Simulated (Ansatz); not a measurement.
Consider a crystal of Hf2SiBr in space group P6/mmm (No. 191), with Hf on 2e; Si on 1a; Br on 1b.

Theory: Ansatz 0.2.0, DFT PBE, scalar-relativistic, plane waves, PAW. Cutoff 420 eV, Γ-centred mesh, Gaussian smearing, no spin polarisation.

The zero of energy is the elements' standard structures at the same level; no fitted shifts are applied. The references include crystalline Br.

Question: Predict the relaxed structure.

Answer:

Space group P6/mmm (No. 191). a = 3.225 Å, b = 3.225 Å, c = 10.508 Å, α = 90.00°, β = 90.00°, γ = 120.00°
```
atom  site  symmetry       x       y       z
  Hf    2e       6mm  0.0000  0.0000  0.2542
  Si    1a     6/mmm  0.0000  0.0000  0.0000
  Br    1b     6/mmm  0.0000  0.0000  0.5000
```

Around Hf lie 1 Br at 2.58 Å, 1 Si at 2.67 Å and 6 Hf at 3.23 Å; around Si lie 2 Hf at 2.67 Å and 6 Si at 3.23 Å; around Br lie 2 Hf at 2.58 Å and 6 Br at 3.23 Å. Another local minimum with the same sites may exist.

Question: And its energy and gap?

Answer: The formation energy is +0.30 eV/atom and the gap on the 18×18×6 mesh of the 4-atom cell is 0 eV (a metal). It can't be a ground state, since the elements alone are lower.

The last run used Gaussian smearing of 0.10 eV. Spin–orbit coupling, which can matter for Hf, is left out. An odd number of electrons in the primitive cell allows no gap without spin; a larger cell or a magnetic state could open one. The cell is a metal run without spin; a magnetic state may lie lower. The reference form of Br is held partly by dispersion forces, which this level lacks. A structure relaxed within its symmetry needn't be a true minimum.
